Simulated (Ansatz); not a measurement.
## Al (Fm-3m): quasi-harmonic thermal expansion

Computed with LDA, PAW on Ansatz 0.2.0's default frozen-core files (fitted under PBE), scalar-relativistic; not a measurement.

Cell and atoms were relaxed beforehand by PAW with this functional.

Command:

```sh
ansatz run input.yaml --threads 2 --pin off --max-ram 6144MiB --backend cpu --events-out ev --progress --plain --runs-dir out
```

Input file:

```yaml
crystal:
  lattice:
    - [0.0, 1.99196762862, 1.99196762862]
    - [1.99196762862, 0.0, 1.99196762862]
    - [1.99196762862, 1.99196762862, 0.0]
  atoms:
    - { symbol: Al, position: [0.0, 0.0, 0.0] }
kpoints:
  mp_grid: { grid: [16, 16, 16] }
scf:
  occupations: { method: fermi_dirac, width: 0.05 }
hamiltonian:
  xc: lda
  pseudopotentials: { kind: paw }
phonons:
  qmesh: [4, 4, 4]
  thermal_expansion: {}
  temperatures: { t_min: 0, t_max: 500, t_step: 50 }
```

The program printed:

```
Warning: RAYON_NUM_THREADS=2 ignored (pool sized by the plan → 2); use --threads N
The last accepted step is kept in <dir> (removed where the run ends without a failure and the disk answers)
Engine: ansatz 0.2.0, x86_64-unknown-linux-gnu
Pseudopotentials: kind: paw
Pseudopotential: Al, paw, valence charge 3, recommended cutoff 420 eV (normal), Al.paw.azcp
Functional definition: SPW92
  exchange = slater_x
  correlation = pw_c
Crystal: 1 atoms, lattice volume = 15.808 Å³
Basis set: ecut = 487.2 eV, 387 PW (Γ)
Bands: 6, of which v1, the nominal top of the filled ones, is band 2 counted from 1 (1 counted from 0)
Symmetry: 48 space group operations
Space group: Fm-3m (ITA 225), of the structure as read, at distance tolerance 2.5e-5 Å
k-points: 145 of 4096
Non-local potential: Al, projectors of the file, l = 0: 2, l = 1: 2, l = 2: 1
PAW form: soft (Blöchl's): semilocal exchange-correlation on the pseudo side does not see the compensation charge
PAW frozen core: Al, regenerated for the run's functional, and the local potential with it (the file was generated under x = pbe(κ = 0.804, μ = 0.2195149727645171), c = pbe(β = 0.06672455060314922))
PAW one-centre angular grid: Al, 110 points (default); XC on 64 Gauss nodes
Initial density: superposition of atomic densities (neutral atoms: chi_scale 0, normalization atom), corrected by the library's trained network
Initial wavefunctions: pseudopotential atomic-orbital guess
Functional: x = slater, c = lda
SCF iter   1: F=—  HF=-512.885777 eV  |F-HF|=—  |Δ(HF+E_count)|=         —  Δρ=3.45e-3  dr2=1.76e-3  ethr=1.77e-3  ⟨swp⟩=4.8  Hψ=7874  notcnv=0
preconditioner: auto → none  [insulator: Δε(μ)=0.128 eV  Ē_g=13.478 eV  σ=0.050 eV  W_gap=0.54  n_scr=0 (ndim 8)  ℏωp=16.2 eV  f_vac=0.000  D(μ)=0.25/eV (n_scr^D=0)  ε∞_Penn≈2.4]
SCF iter   2: F=—  HF=-512.885139 eV  |F-HF|=—  |Δ(HF+E_count)|=   6.39e-4  Δρ=1.57e-3  dr2=3.53e-4  ethr=5.87e-5  ⟨swp⟩=1.1  Hψ=2038  notcnv=0  defer=3
[... 70 lines left out ...]
  atoms:
    - { symbol: Al, position: [0.0, 0.0, 0.0] }
--- Thermal expansion: 10 cells in 3 rounds, 0 GPa ---
  no lower state was reached at cell 4
  without vibrations: a 2.81648, b 2.81648, c 2.81648 Å, V 15.7980 Å³, B 85.13 GPa
  at 0 K: a 2.82572, b 2.82572, c 2.82572 Å, V 15.9540 Å³, B 82.35 GPa
  zero-point expansion: a +0.328, b +0.328, c +0.328, V +0.988 %
      T/K        a/Å        b/Å        c/Å       V/Å³ | expansion of a, b, c, V (1e-6/K)   | that of V in the mean from 25 °C | C_P, C_V (J/mol K of the cell) | B_T, B_S (GPa)
     0.00    2.82572    2.82572    2.82572    15.9540 |    0.00    0.00    0.00    0.00 |   40.76 |     0.000     0.000 |    82.35    82.35
    50.00    2.82583    2.82583    2.82583    15.9559 |    3.22    3.22    3.22    9.65 |   48.50 |     3.576     3.573 |    82.24    82.32
   100.00    2.82689    2.82689    2.82689    15.9739 |   11.41   11.41   11.41   34.24 |   55.14 |    12.754    12.662 |    81.41    82.01
   150.00    2.82889    2.82889    2.82889    16.0079 |   16.42   16.42   16.42   49.26 |   59.54 |    18.297    18.016 |    80.15    81.41
   200.00    2.83143    2.83143    2.83143    16.0510 |   19.24   19.24   19.24   57.72 |   62.64 |    21.264    20.757 |    78.72    80.65
   250.00    2.83429    2.83429    2.83429    16.0997 |   21.05   21.05   21.05   63.14 |   65.05 |    23.011    22.265 |    77.20    79.79
   298.15    2.83726    2.83726    2.83726    16.1503 |   22.34   22.34   22.34   67.02 |       - |    24.129    23.143 |    75.69    78.91
   300.00    2.83737    2.83737    2.83737    16.1523 |   22.38   22.38   22.38   67.15 |   67.09 |    24.165    23.170 |    75.63    78.88
   350.00    2.84063    2.84063    2.84063    16.2080 |   23.49   23.49   23.49   70.47 |   68.91 |    25.013    23.757 |    74.00    77.91
   400.00    2.84404    2.84404    2.84404    16.2665 |   24.49   24.49   24.49   73.46 |   70.61 |    25.694    24.165 |    72.33    76.91
   450.00    2.84760    2.84760    2.84760    16.3275 |   25.44   25.44   25.44   76.33 |   72.24 |    26.283    24.463 |    70.61    75.86
   500.00    2.85129    2.85129    2.85129    16.3911 |   26.40   26.40   26.40   79.20 |   73.86 |    26.823    24.692 |    68.85    74.79
  the static fit leaves 0.000 meV an atom of the energies and, of the stresses, 0.000 GPa of each cell's largest along a strain (root mean squares over the cells), whose Pulay part it has at -0.001 GPa
  vibrations' free energy: its fit passes through its cells
  the electrons' free energy at temperature is in it; its fit leaves 0.0006 meV an atom at the most
  free energies summed between the sampled wave vectors
  estimated error of the fitted expansion in any direction: up to 0.032e-6/K, at 500 K, with few degrees of freedom (an estimate, not a bound: it was exceeded on models of known expansion)
  by sums over the sampled wave vectors an expansion of the volume parts by up to 1.14e-6/K
  by a static energy of one degree less an expansion of the volume parts by up to 0.04e-6/K
```

Self-consistency was reached.

### Thermal expansion

Quasi-harmonic lattice of a crystal by Kohn-Sham DFT: finite-displacement phonons on strained cells about the given cell, electrons' free energy included in metals.

```tsv
temperature (K)	volume expansion coefficient (×10⁻⁶/K)	volume over given cell less one (%)	heat capacity constant pressure (k_B/atom)	isothermal bulk modulus (GPa)	grueneisen parameter
50	9.654	0.9359	0.4301	82.24	2.135
100	34.24	1.049	1.534	81.41	2.118
150	49.26	1.264	2.201	80.15	2.113
200	57.72	1.537	2.558	78.72	2.116
250	63.14	1.846	2.768	77.2	2.123
300	67.15	2.178	2.906	75.63	2.132
350	70.47	2.531	3.008	74	2.142
400	73.46	2.9	3.09	72.33	2.154
450	76.33	3.286	3.161	70.61	2.166
500	79.2	3.689	3.226	68.85	2.18
```

Known limits: frozen-core PAW files fitted under PBE, their cores solved anew for the functional of the run; responses of metals move with mesh and smearing; expansion moves with the q mesh.

Time and hardware: 4.3 min on 2 threads of Intel(R) Xeon(R) 6975P-C (Granite Rapids) (shared host), peak memory 1.5 GiB.
